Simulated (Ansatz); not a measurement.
Computed with DFT PBE, scalar-relativistic, plane waves, PAW in Ansatz. All cells share a 420 eV cutoff and Γ-centred k meshes spaced about 0.3 Å⁻¹ or finer (0.25 for metals, 2π included). Collinear spin where magnetic atoms keep a moment.

Temperature and zero-point effects are left out.

Two forms of Ag3Os were relaxed alike.

A. (no moments)

Space group P4/mmm (No. 123). a = 2.727 Å, b = 2.727 Å, c = 8.953 Å, α = 90.00°, β = 90.00°, γ = 90.00°
```json
{"atom": "Ag", "site": "2g", "symmetry": "4mm", "x": "0.0000", "y": "0.0000", "z": "0.7442"}
{"atom": "Ag", "site": "1c", "symmetry": "4/mmm", "x": "0.5000", "y": "0.5000", "z": "0.0000"}
{"atom": "Os", "site": "1d", "symmetry": "4/mmm", "x": "0.5000", "y": "0.5000", "z": "0.5000"}
```

B. (no moments)

Space group P-6m2 (No. 187). a = 2.795 Å, b = 2.795 Å, c = 9.803 Å, α = 90.00°, β = 90.00°, γ = 120.00°
| atom | site | symmetry | x | y | z |
| --- | --- | --- | --- | --- | --- |
| Ag | 1a | -6m2 | 0.0000 | 0.0000 | 0.0000 |
| Ag | 2i | 3m. | 0.6667 | 0.3333 | 0.7453 |
| Os | 1b | -6m2 | 0.0000 | 0.0000 | 0.5000 |

Question: Which would you expect to be lower, and how large is the difference?

Answer: B is lower, by 94 meV/atom. A has Ag and Os ordered on fcc sites, space group P4/mmm (No. 123), 16.6 Å³/atom and no gap on its mesh; B has Ag and Os ordered on hcp sites, space group P-6m2 (No. 187), 16.6 Å³/atom and no gap. Even the lower one lies +0.39 eV/atom against the reference forms of the elements (uncorrected), so neither is stable at this level. In A, Ag on a site of symmetry 4mm has 4 Ag at 2.73 Å, 4 Os at 2.92 Å and 4 Ag at 2.99 Å; around Ag on a site of symmetry 4/mmm lie 4 Ag at 2.73 Å and 8 Ag at 2.99 Å; Os has 4 Os at 2.73 Å and 8 Ag at 2.92 Å. In B, Ag on a site of symmetry -6m2 is surrounded by 6 Ag at 2.79 Å and 6 Ag at 2.97 Å; Ag on a site of symmetry 3m is surrounded by 6 Ag at 2.79 Å, 3 Os at 2.90 Å and 3 Ag at 2.97 Å; around Os lie 6 Os at 2.79 Å and 6 Ag at 2.90 Å. Both come from trial cells of a structure search.

Spin–orbit coupling, which can matter for Os, is left out. Trial moments fell under 0.15 μB along the way in P4/mmm; another start might hold them. B has imaginary phonons (to 49i cm⁻¹ on its k mesh, which matters in a metal), so it may be a saddle point. A kick in its own cell came back all the same. Other cells relaxed within their symmetry can be saddle points.
